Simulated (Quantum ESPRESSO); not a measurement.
## Band energies of CsH

```
CELL_PARAMETERS angstrom
      0.00000     3.19125     3.19125
      3.19125     0.00000     3.19125
      3.19125     3.19125     0.00000
ATOMIC_POSITIONS crystal
  H  0.50000 0.50000 0.50000
  Cs 0.00000 0.00000 0.00000
```

norm-conserving LDA (Quantum ESPRESSO, 74 Ry, without SOC); path ΓXWKΓLUWLK,UX; energies in eV from the valence-band maximum.

```csv
k (1/Å),point,band 1,band 2,band 3,band 4,band 5,band 6,band 7,band 8
0.00,Γ,-21.51,-7.89,-7.89,-7.89,-1.85,5.02,5.02,5.02
0.44,,-21.47,-8.26,-8.01,-8.01,-1.13,3.81,4.12,5.67
0.98,X,-21.41,-8.63,-8.17,-8.17,-1.19,2.89,5.29,7.86
1.48,W,-21.41,-8.41,-8.41,-8.22,-0.74,3.91,3.91,4.95
1.59,,-21.41,-8.46,-8.38,-8.19,-0.76,3.56,4.21,5.14
1.82,K,-21.41,-8.51,-8.38,-8.11,-0.79,3.18,4.55,6.06
2.14,,-21.43,-8.53,-8.26,-8.00,-0.43,2.96,3.92,5.26
2.56,,-21.49,-8.15,-7.96,-7.91,-1.36,4.33,4.35,5.31
2.87,Γ,-21.51,-7.89,-7.89,-7.89,-1.85,5.02,5.02,5.02
3.08,,-21.50,-8.04,-7.91,-7.91,-1.60,4.47,5.13,5.13
3.61,,-21.44,-8.72,-7.98,-7.98,-0.10,2.08,4.62,4.62
3.72,L,-21.43,-8.75,-7.99,-7.99,0.00,1.96,4.58,4.58
4.12,,-21.42,-8.59,-8.27,-8.06,-0.50,2.90,4.29,5.41
4.32,U,-21.41,-8.51,-8.38,-8.11,-0.79,3.18,4.55,6.06
4.56,,-21.41,-8.46,-8.38,-8.19,-0.76,3.56,4.21,5.14
4.67,W,-21.41,-8.41,-8.41,-8.22,-0.74,3.91,3.91,4.95
5.07,,-21.42,-8.66,-8.16,-8.04,-0.32,2.56,4.33,5.05
5.37,L,-21.43,-8.75,-7.99,-7.99,0.00,1.96,4.58,4.58
5.54,,-21.43,-8.72,-8.05,-8.00,-0.12,2.18,4.50,4.75
5.97,K,-21.41,-8.51,-8.38,-8.11,-0.79,3.18,4.55,6.06
5.97,U,-21.41,-8.51,-8.38,-8.11,-0.79,3.18,4.55,6.06
6.32,X,-21.41,-8.63,-8.17,-8.17,-1.19,2.89,5.29,7.86
```

The LDA gap is direct, 1.96 eV at L.

Geometry of the Materials Project entry, not relaxed at this level.
